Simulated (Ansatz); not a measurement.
TaAs:
```yaml
crystal:
  lattice:
    - [-1.73141, 1.73141, 5.86744]
    - [1.73141, -1.73141, 5.86744]
    - [1.73141, 1.73141, -5.86744]
  atoms:
    - { symbol: Ta, position: [0.75017, 0.25017, 0.50000] }
    - { symbol: Ta, position: [0.00017, 0.00017, 0.00000] }
    - { symbol: As, position: [0.33243, 0.83243, 0.50000] }
    - { symbol: As, position: [0.58243, 0.58243, 0.00000] }
```

Relaxed with PBE. Special points in fractions of this cell's reciprocal vectors: Γ (0.000, 0.000, 0.000); X (0.000, 0.000, 0.500); P (0.250, 0.250, 0.250); N (0.000, 0.500, 0.000); M (0.500, 0.500, -0.500); S (0.272, 0.728, -0.272); S0 (-0.272, 0.272, 0.272); R (-0.044, 0.044, 0.500); G (0.500, 0.500, -0.044).

List the band energies nearest the Fermi level at these points for DFT-PBE in the program Ansatz with PAW potentials.

In eV from the Fermi level; about four levels below and three above (degenerate sets whole), none deeper than 8.9 eV; points with the same levels are listed once.

```json
[
 {"k": "Γ", "below": "-2.32 -1.91 -1.65 -1.65", "above": "0.87 1.54 2.31"},
 {"k": "X", "below": "-3.18 -3.18 -1.14 -1.14", "above": "2.74 2.74 3.01 3.01"},
 {"k": "P", "below": "-3.19 -3.19 -1.14 -1.14", "above": "2.75 2.75 3.01 3.01"},
 {"k": "N", "below": "-2.45 -2.30 -1.54 -0.27", "above": "0.12 1.35 2.22"},
 {"k": "M", "below": "-2.76 -2.76 -0.98 -0.98", "above": "1.18 1.18 2.26 2.26"},
 {"k": "S", "below": "-2.43 -2.41 -1.73 -0.11", "above": "0.09 1.69 2.09"},
 {"k": "R", "below": "-3.15 -3.15 -1.16 -1.16", "above": "2.59 2.59 2.92 2.92"}
]
```

Space group I4_1md. Symmetry was held in the PBE relaxation. The run is not spin-polarised. A small band overlap can be real or an error of a semilocal functional. The Fermi level of a semimetal is unsure by some 0.05 eV on such meshes. Scalar-relativistic: spin–orbit coupling is off unless named, which matters more the heavier the elements.

Potentials: the later of the program's two PAW sets.
